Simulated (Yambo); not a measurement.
A free-standing CuI monolayer (symmetry P4/nmm, slab cell 16.4 Å high), G0W0@PBEsol in Yambo with this input:

```
rim_cut
gw0
dyson
el_el_corr
HF_and_locXC
ppa
em1d
rim_w
RandQpts= 1000000
RandGvec= 2 Ry
CUTGeo= "slab z"
EXXRLvcs= 92 Ry
VXCRLvcs= 368 Ry
Chimod= "HARTREE"
% BndsRnXp
 9 | 186 |
%
NGsBlkXp= 7 Ry
% LongDrXp
 1.0 | 1.0 | 0.0 |
%
RandGvecW= 656 mRy
PPAPntXp= 27.2114 eV
% GbndRnge
 1 | 186 |
%
GTermKind= "BG"
DysSolver= "n"
ExtendOut
```

On a 4×4×1 mesh, with wavefunctions cut at 92 Ry, the gap (Γ → Γ) is 3.890 eV and the valence edge shifts by -0.927 eV.

Task: What happens with this change: 6 Ry block?

Result: The gap rises by 0.032 eV, to 3.922 eV; the shift of the valence edge becomes -0.949 eV. Neither run is shown to be the converged limit.

Spin-orbit coupling is not included.

Geometry relaxed with PBEsol; primitive cell a = 4.000 Å, b = 4.000 Å, c = 16.400 Å, α = 90.00°, β = 90.00°, γ = 90.00°.

This is a model layer cut from the bulk structure; whether it is stable on its own was not checked.

A shift is the quasiparticle energy of the state minus its PBEsol energy.
